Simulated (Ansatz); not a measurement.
Li (diamond, Fd-3m) under volume change, DFT-r²SCAN in the program Ansatz with PAW potentials, scaled uniformly.

```tsv
V (Å³/atom)	E − E(relaxed) (meV/atom)	P (GPa)
23.703	4.0	0.58
24.485	[?]	[?]
25.266	[?]	[?]
26.047	0.0	0.00
26.829	0.4	-0.16
27.610	1.5	-0.30
28.392	3.2	-0.42
```

Question: Complete the blanks.

Answer: 
- 25.266, E − E(relaxed) (meV/atom): 0.4
- 25.266, P (GPa): 0.17
- 24.485, E − E(relaxed) (meV/atom): 1.7
- 24.485, P (GPa): 0.37

Question: What does a third-order Birch–Murnaghan fit give for V₀, B₀ and B′?

Answer: V₀ = 26.05 Å³/atom, B₀ = 5.5 GPa, B′ = 2.5.

A made-up cell: these elements were put on the sites of a structure type; neither database checked (COD, Materials Project) lists it. It is not the phase usual at ambient conditions (space group No. 229). The r²SCAN relaxation kept the symmetry of its start. At this level the phase is dynamically unstable (imaginary phonons).

Potentials: the later of the program's two PAW sets.
